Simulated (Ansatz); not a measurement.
# MoN₂: energy along a strain

MoN₂, P4/mbm, a = 4.333 Å, c = 2.752 Å. The structure is a Materials Project entry; whether it is the stable form wasn't checked. Ansatz: PBE, PAW, 420 eV, Γ-centred 12×12×18 mesh on 6 atoms, Gaussian smearing 0.15 eV; no spin polarisation. Cell vectors (Å): 4.333 0.000 0.000; 0.000 4.333 0.000; 0.000 0.000 2.752. The cell is strained by x per cent times the pattern (1 -1 0 0 0 0) in the order xx yy zz yz xz xy (engineering shears), with fractional coordinates held. y is the free energy over the start, V0 = 8.611 Å³/atom. Symmetry makes y even in x. Points with a strain past 8.5 % were computed too (4) and aren't used here.

| x (%) | y (meV/atom) |
| --- | --- |
| -7.50 | 161.24 |
| 0.00 | 0.00 |
| 1.87 | 10.04 |
| 3.75 | 40.44 |
| 5.62 | ? |

**Question.** Fit y = c2 x² + c4 x⁴ to the other rows, get the stiffness along the pattern, and predict the missing energy.

**Answer.** Least squares on the rows shown. y = 2.8782 x² − 0.00020740 x⁴. The clamped-ion stiffness p·C·p = 2 × 28.78 eV × 160.2 / 8.611 Å³ = 1071 GPa. At x = 5.62 the fit asked for gives 90.70 meV/atom. The run gave 90.75 meV/atom, so the fit is 0.05 meV/atom too low, a small miss on the scale of the series.

Cost: 9 runs of about 2.4 core-minutes in all, on Intel Xeon 6975P-C (Granite Rapids) (shared hosts).